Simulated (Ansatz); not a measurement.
This Al₂Ga₃P₅ structure is the end of a relaxation. The cell was found from a structure generator's guess, not taken from experiment.

The calculation used Ansatz, DFT PBE, scalar-relativistic, plane waves, PAW. Cutoff 420 eV, Γ-centred mesh, Gaussian smearing, no spin polarisation.

```yaml
crystal:
  lattice:
    - [-1.94702, 1.94702, 13.76704]
    - [1.94702, -1.94702, 13.76704]
    - [1.94702, 1.94702, -13.76704]
  atoms:
    - { symbol: Al, position: [0.70000, 0.70000, 0.00000] }
    - { symbol: Al, position: [0.30000, 0.30000, 0.00000] }
    - { symbol: Ga, position: [0.90001, 0.90001, 0.00000] }
    - { symbol: Ga, position: [0.50000, 0.50000, 0.00000] }
    - { symbol: Ga, position: [0.09999, 0.09999, 0.00000] }
    - { symbol: P, position: [0.54998, 0.04998, 0.50000] }
    - { symbol: P, position: [0.15021, 0.65021, 0.50000] }
    - { symbol: P, position: [0.75000, 0.25000, 0.50000] }
    - { symbol: P, position: [0.34979, 0.84979, 0.50000] }
    - { symbol: P, position: [0.95002, 0.45002, 0.50000] }
```

Energies over the elements count from the elements' standard structures at the same level, with no fitted energy shifts. The references include black phosphorus.

Q: What space group does it have?

A: I-4m2 (No. 119), with Al and Ga ordered on zinc blende sites. Conventional cell: a = 3.894 Å, c = 27.534 Å. Al has 4 P at 2.38 Å; Ga on a site of symmetry 2mm is surrounded by 4 P at 2.38–2.39 Å; Ga on a site of symmetry -4m2 is surrounded by 4 P at 2.38 Å; around P on a site of symmetry 2mm lie 4 Ga at 2.38 Å; 2 more sites not described.

Q: What is its formation energy per atom?

A: −0.512 eV/atom. It lies below the elements, which doesn't yet make it stable against other compounds or structures.

Q: Is it a metal?

A: No, the gap on the 10×10×10 mesh is 1.58 eV.

The last run used a 10×10×10 mesh for its 10-atom cell and Gaussian smearing of 0.02 eV. Kohn–Sham gaps at this level usually fall short of measured ones. The reference form of P is held partly by dispersion forces, which this level lacks. A later test with randomly moved atoms came back to the same energy, though modes that don't fit the test's cell weren't probed.
